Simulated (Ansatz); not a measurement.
Al2O3 (corundum, R-3c), the program Ansatz at the PBE level (PAW), all energies at zero smearing, with the estimated change up to a 700 eV cutoff added, with one set of potentials and settings (totals compare only within such a set). Cell of 10 atoms (4 Al, 6 O): -5569.678 eV.

```json
[
 {"element": "Al", "reference phase": "Fm-3m, 1 atoms in the cell", "E (eV/atom)": "-537.5055"},
 {"element": "O", "reference phase": "C2/m, 4 atoms in the cell, spin-polarised", "E (eV/atom)": "-565.0042"}
]
```

Formation energy per atom, worked out: (-5569.678 − 4×(-537.5055) − 6×(-565.0042))/10 = -2.963 eV/atom (-286 kJ per mol of atoms), at 0 K, without zero-point energy or fitted corrections.

The PBE relaxation kept the symmetry of its start. The references are the lowest solids computed at this level, not always the standard phases (solids in place of the gases).

Potentials: the earlier of the program's two PAW sets.
